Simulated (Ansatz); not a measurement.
All numbers below come from DFT PBE, scalar-relativistic, plane waves, PAW (Ansatz 0.2.0). Settings: cutoff 420 eV, Γ-centred meshes spaced at most about 0.3 Å⁻¹, and about 0.25 Å⁻¹ or finer for metals (2π included), Gaussian smearing. No spin polarisation in the final relaxations.

All energies are static (0 K, no zero-point motion).

Two relaxed structures of TiGeSe₄:

A.

```yaml
crystal:
  lattice:
    - [4.98393, 0.00000, 0.00000]
    - [-2.49197, 4.31621, 0.00000]
    - [0.00000, 0.00000, 5.60152]
  atoms:
    - { symbol: Ti, position: [0.00000, 0.00000, 0.50000] }
    - { symbol: Ge, position: [0.00000, 0.00000, 0.00000] }
    - { symbol: Se, position: [0.33333, 0.66667, 0.73521] }
    - { symbol: Se, position: [0.33333, 0.66667, 0.26479] }
    - { symbol: Se, position: [0.66667, 0.33333, 0.73521] }
    - { symbol: Se, position: [0.66667, 0.33333, 0.26479] }
```

B.

```yaml
crystal:
  lattice:
    - [3.59209, 0.00000, 0.00000]
    - [-1.79605, 3.11084, 0.00000]
    - [0.00000, 0.00000, 13.54351]
  atoms:
    - { symbol: Ti, position: [0.00000, 0.00000, 0.00000] }
    - { symbol: Ge, position: [0.00000, 0.00000, 0.50000] }
    - { symbol: Se, position: [0.66667, 0.33333, 0.88735] }
    - { symbol: Se, position: [0.66667, 0.33333, 0.38733] }
    - { symbol: Se, position: [0.33333, 0.66667, 0.61267] }
    - { symbol: Se, position: [0.33333, 0.66667, 0.11265] }
```

Problem. Which form is favoured at zero pressure, and by what margin per atom?

Solution. B is lower, by 0.78 eV/atom. A has space group P6/mmm (No. 191), 20.1 Å³/atom and no gap on its mesh; B has Ti and Ge ordered on cadmium iodide sites, space group P-3m1 (No. 164), 25.2 Å³/atom and no gap. Counting Ge or Se atoms around Ti (for each partner element, those within 1.25 times its shortest distance or 1.15 times the sum of covalent radii, where it is the nearest in units of that sum or under 1.3), A has Ti 14 and B has Ti 6. A holds Se–Se pairs (shortest 2.64 Å); in B the shortest Se–Se distance is 3.59 Å. In A, around Ti lie 2 Ge at 2.80 Å and 12 Se at 3.16 Å; Ge has 2 Ti at 2.80 Å and 12 Se at 3.24 Å; around Se lie 1 Se at 2.64 Å, 4 Se at 2.88–2.97 Å, 3 Ti at 3.16 Å and 3 Ge at 3.24 Å. In B, Ti is surrounded by 6 Se at 2.57 Å; around Ge lie 6 Se at 2.57 Å; around Se on its first site lie 3 Ti at 2.57 Å; 1 more site not described. Both come from invented guesses.

No dispersion correction is applied, so the spacing and binding between layers, chains or molecules are poorly described (P-3m1), and this can change margins and order among such cells. Cells relaxed within their symmetry can be saddle points.
